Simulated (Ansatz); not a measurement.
GaNi3C (anti-perovskite, space group No. 221) at seven volumes, plane-wave PAW PBE (Ansatz code), scaled uniformly. One row is withheld.

```csv
V (Å³/atom),P (GPa)
9.857,23.15
10.182,14.09
10.507,6.45
10.832,0.00
11.157,?
11.482,-10.04
11.807,-13.90
```

Fit the shown pressures and predict the withheld one.

Third-order Birch–Murnaghan: P = (3/2)B₀(x^(7/2) − x^(5/2))[1 + (3/4)(B′ − 4)(x − 1)] with x = (V₀/V)^(2/3). Least squares on the six rows gives V₀ = 10.832 Å³/atom, B₀ = 197.0 GPa, B′ = 4.64. At V = 11.157, x = 0.9805 and P = -5.44 GPa. The run itself gave -5.45 GPa.

Space group Pm-3m (anti-perovskite). A made-up cell: these elements were put on the sites of a structure type; the Crystallography Open Database copy checked does not list it. Its standing as an ambient phase is unchecked. Symmetry was held in the PBE relaxation; its stability against distortions is not shown here. The workflow began spin-polarised and lost its moments.

Potentials: the later of the program's two PAW sets.
